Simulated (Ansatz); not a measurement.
# Os

```
CELL_PARAMETERS angstrom
2.75324 0.00000 0.00000
-1.37662 2.38438 0.00000
0.00000 0.00000 4.34801
ATOMIC_POSITIONS crystal
Os 0.33333 0.66667 0.25000
Os 0.66667 0.33333 0.75000
```

Atoms are numbered in the order listed.

The cell was built from the hcp type and relaxed in the same program, and has space group P6_3/mmc; it needn't be a known or the stable phase.

No spin–orbit coupling, which matters for the heavy atoms here.

All numbers below come from DFT, PBE, all-electron LAPW, scalar-relativistic in Ansatz 0.2.0.

Sampling and basis: a Γ-centred 16×16×9 k mesh, Fermi–Dirac smearing of 0.03 eV, basis error target 0.25 meV/atom, no spin polarisation.

| Quantity | Value |
| --- | --- |
| Band gap | none: bands cross the Fermi level, a metal |
| Density of states at the Fermi level (0.2 eV bin) | 1.25 states/eV per cell |
| Volume per atom | 14.27 Å³ |
| Pressure at this cell | 0.0 kbar |
